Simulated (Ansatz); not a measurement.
## Data sheet: ZnAg (DFT)

ZnAg:
```
CELL_PARAMETERS angstrom
      3.11774     0.00000     0.00000
      0.00000     3.11774     0.00000
      0.00000     0.00000     3.11774
ATOMIC_POSITIONS crystal
  Zn 0.50000 0.50000 0.50000
  Ag 0.00000 0.00000 0.00000
```

Space group Pm-3m (No. 221), CsCl type; conventional cell a = b = c = 3.118 Å, α = β = γ = 90.00°.

Method: plane-wave PAW PBEsol (Ansatz code). The cell and atoms are relaxed at this level. Other levels are named where they apply.

**Cell and energy**

| Item | Result |
|---|---|
| Volume per atom | 15.15 Å³ |
| Density | 9.49 g/cm³ |
| Formation energy from the elements (no fitted shifts) | -0.066 eV/atom |

**Electronic structure**

| Property | Value |
|---|---|
| Electronic character | metallic (no gap) |
| Density of states at the Fermi level | 0.25 states/eV per atom (mean over ±0.08 eV) |
| Gap with spin–orbit coupling | none (metallic) |

**Mechanics**

| Item | Value |
|---|---|
| Bulk modulus (Birch–Murnaghan fit) | 115 GPa |
| Pressure derivative B′ | 5.4 |
| Elastic constants (relaxed ions, GPa) | C11 = 119, C12 = 113, C44 = 66.0 |
| Mechanical stability | stable (all eigenvalues of C positive) |

**Phonons**

| Item | Value |
|---|---|
| Highest zone-centre frequency | 162 cm⁻¹ |
| Zone-centre stability | no imaginary mode at Γ |

The first step of the workflow began from a Materials Project structure, measured or hypothetical; the Crystallography Open Database files this formula in space group No. 221, but the cells were not matched. Its standing as an ambient phase is unchecked. The PBEsol relaxation kept the symmetry of its start. No spin polarisation was allowed. As this level gives no gap, shear constants depend on the k-mesh and smearing (Fermi–Dirac, 0.1 eV here). As this level gives no gap, phonon frequencies hold no LO–TO term and depend on the k-mesh and smearing (Fermi–Dirac, 0.1 eV here). The references are the lowest solids computed at this level, not always the standard phases. Scalar-relativistic: spin–orbit coupling is off unless named, which matters more the heavier the elements.

Potentials: the later of the program's two PAW sets.
